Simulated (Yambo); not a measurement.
```
MgO
1.0
    0.00000     2.10642     2.10642
    2.10642     0.00000     2.10642
    2.10642     2.10642     0.00000
O Mg
1 1
Cartesian
  2.10642   2.10642   2.10642
  0.00000   0.00000   0.00000
```

MgO (rock salt, space group Fm-3m, No. 225): G0W0@PBEsol in Yambo (6×6×6 Γ-centred k mesh, bands 2 to 71 and a 14 Ry block in the screening, 71 bands in G with the Bruneval-Gonze terminator, plasmon pole fitted at 27.2 eV) on wavefunctions from Quantum ESPRESSO. With the symmetry operations that carry no fractional translation, the mesh has 16 irreducible k points, and the gap Γ → Γ is 7.206 eV.

Question: What changes when point-group symmetry is switched off and time reversal alone is kept?

Answer: The mesh then has 112 irreducible points. The exact result doesn't change; the run gives 7.201 eV, and the difference is numerical residue, whose source wasn't traced. Rough time against the symmetric run: about 4× for the empty bands, about 5× for Yambo (2 states against 4).

Geometry relaxed with PBEsol.
